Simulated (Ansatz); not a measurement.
Input and steps of a relaxation of cell and atoms on LaB₂N₃ placed in the structure of CaSm2S3 (space group No. 164) (the plane-wave code Ansatz, r2SCAN+rVV10). The starting cell comes from a relaxation with PBEsol.

```yaml
crystal:
  lattice:
    - [2.7281416986, 0.0, 0.0]
    - [-1.3640708493, 2.3626400161, 0.0]
    - [0.0, 0.0, 8.0561469159]
  atoms:
    - { symbol: La, position: [0.0, 0.0, 0.0] }
    - { symbol: B, position: [0.3333333333, 0.6666666667, 0.6724851373] }
    - { symbol: B, position: [0.6666666667, 0.3333333333, 0.3275148627] }
    - { symbol: "N", position: [0.3333333333, 0.6666666667, 0.2579761279] }
    - { symbol: "N", position: [0.6666666667, 0.3333333333, 0.7420238721] }
    - { symbol: "N", position: [0.0, 0.0, 0.5] }
kpoints:
  mp_grid: { grid: [12, 12, 4] }
hamiltonian:
  xc: r2scan
  dispersion: rvv10
scf:
  occupations: { method: fermi_dirac, width: 0.03 }
relax:
  f_tol: 0.01
  cell: {}
  max_steps: 120
```

The trajectory has 8 recorded frames, each with fractional positions and then forces in eV/Å along x, y and z. The last, and any step after a large change of cell, is solved on a basis re-selected at its cell; pressure is positive in compression.

Step 1: energy 0.0 meV/atom from step 1, largest force component 0.174 eV/Å, pressure +3.73 GPa; a = 2.728 Å, b = 2.728 Å, c = 8.056 Å, α = 90.00°, β = 90.00°, γ = 120.00°
```
La 0.0000 0.0000 0.0000     0.000   0.000   0.000
B  0.3333 0.6667 0.6725     0.000   0.000  -0.160
B  0.6667 0.3333 0.3275     0.000   0.000   0.160
N  0.3333 0.6667 0.2580     0.000   0.000  -0.174
N  0.6667 0.3333 0.7420     0.000   0.000   0.174
N  0.0000 0.0000 0.5000     0.000   0.000   0.000
```

Step 2 (rejected): energy +1.9 meV/atom from step 1, largest force component 0.451 eV/Å, pressure -1.21 GPa; a = 2.723 Å, b = 2.723 Å, c = 8.281 Å, α = 90.00°, β = 90.00°, γ = 120.00°
```
La 0.0000 0.0000 0.0000     0.000   0.000   0.000
B  0.3333 0.6667 0.6701     0.000   0.000   0.451
B  0.6667 0.3333 0.3299     0.000   0.000  -0.451
N  0.3333 0.6667 0.2595     0.000   0.000   0.060
N  0.6667 0.3333 0.7405     0.000   0.000  -0.060
N  0.0000 0.0000 0.5000     0.000   0.000   0.000
```

Step 3: energy -2.6 meV/atom from step 1, largest force component 0.070 eV/Å, pressure -0.25 GPa; a = 2.734 Å, b = 2.734 Å, c = 8.167 Å, α = 90.00°, β = 90.00°, γ = 120.00°
```
La 0.0000 0.0000 0.0000     0.000   0.000   0.000
B  0.3333 0.6667 0.6728     0.000   0.000   0.070
B  0.6667 0.3333 0.3272     0.000   0.000  -0.070
N  0.3333 0.6667 0.2577     0.000   0.000  -0.011
N  0.6667 0.3333 0.7423     0.000   0.000   0.011
N  0.0000 0.0000 0.5000     0.000   0.000   0.000
```

Step 4: energy -2.7 meV/atom from step 1, largest force component 0.053 eV/Å, pressure -0.04 GPa; a = 2.732 Å, b = 2.732 Å, c = 8.175 Å, α = 90.00°, β = 90.00°, γ = 120.00°
```
La 0.0000 0.0000 0.0000     0.000   0.000   0.000
B  0.3333 0.6667 0.6734     0.000   0.000   0.053
B  0.6667 0.3333 0.3266     0.000   0.000  -0.053
N  0.3333 0.6667 0.2572     0.000   0.000   0.027
N  0.6667 0.3333 0.7428     0.000   0.000  -0.027
N  0.0000 0.0000 0.5000     0.000   0.000   0.000
```

Step 5: energy -2.8 meV/atom from step 1, largest force component 0.031 eV/Å, pressure -0.02 GPa; a = 2.732 Å, b = 2.732 Å, c = 8.189 Å, α = 90.00°, β = 90.00°, γ = 120.00°
```
La 0.0000 0.0000 0.0000     0.000   0.000   0.000
B  0.3333 0.6667 0.6740     0.000   0.000   0.002
B  0.6667 0.3333 0.3260     0.000   0.000  -0.002
N  0.3333 0.6667 0.2575     0.000   0.000  -0.031
N  0.6667 0.3333 0.7425     0.000   0.000   0.031
N  0.0000 0.0000 0.5000     0.000   0.000   0.000
```

Step 6: energy -2.8 meV/atom from step 1, largest force component 0.005 eV/Å, pressure -0.06 GPa; a = 2.732 Å, b = 2.732 Å, c = 8.186 Å, α = 90.00°, β = 90.00°, γ = 120.00°
```
La 0.0000 0.0000 0.0000     0.000   0.000   0.000
B  0.3333 0.6667 0.6742     0.000   0.000  -0.005
B  0.6667 0.3333 0.3258     0.000   0.000   0.005
N  0.3333 0.6667 0.2572     0.000   0.000   0.001
N  0.6667 0.3333 0.7428     0.000   0.000  -0.001
N  0.0000 0.0000 0.5000     0.000   0.000   0.000
```

Step 7: energy -2.8 meV/atom from step 1, largest force component 0.000 eV/Å, pressure 0.00 GPa; a = 2.732 Å, b = 2.732 Å, c = 8.187 Å, α = 90.00°, β = 90.00°, γ = 120.00°
```
La 0.0000 0.0000 0.0000     0.000   0.000   0.000
B  0.3333 0.6667 0.6742     0.000   0.000   0.000
B  0.6667 0.3333 0.3258     0.000   0.000   0.000
N  0.3333 0.6667 0.2572     0.000   0.000   0.000
N  0.6667 0.3333 0.7428     0.000   0.000   0.000
N  0.0000 0.0000 0.5000     0.000   0.000   0.000
```

Step 8: energy -2.9 meV/atom from step 1, largest force component 0.000 eV/Å, pressure 0.00 GPa; a = 2.732 Å, b = 2.732 Å, c = 8.187 Å, α = 90.00°, β = 90.00°, γ = 120.00°
```
La 0.0000 0.0000 0.0000     0.000   0.000   0.000
B  0.3333 0.6667 0.6742     0.000   0.000   0.000
B  0.6667 0.3333 0.3258     0.000   0.000   0.000
N  0.3333 0.6667 0.2572     0.000   0.000   0.000
N  0.6667 0.3333 0.7428     0.000   0.000   0.000
N  0.0000 0.0000 0.5000     0.000   0.000   0.000
```

In 7 steps the volume changed by +1.9 %; between the first SCF and the last, each on a basis chosen for its cell, the energy fell by 2.9 meV an atom. At the end: space group P-3m1 (No. 164), trigonal; conventional cell a = 2.732 Å, c = 8.187 Å, 8.82 Å³ an atom. La is surrounded by 6 N at 2.63 Å and 6 La at 2.73 Å; B is surrounded by 6 N at 1.67–2.13 Å; N is surrounded by 3 B at 1.67 Å and 3 La at 2.63 Å; N is surrounded by 6 B at 2.13 Å.

Command: `ansatz run input.yaml --threads 2 --pin off --max-ram 2211MiB --backend cpu --events-out ev --progress --plain --runs-dir out`. Wall time 62 s on 2 threads of Arm Neoverse V1 (shared host); peak host memory 0.62 GiB.

Note: simulated data, non-magnetic, for a generated structure that need not be the stable one.
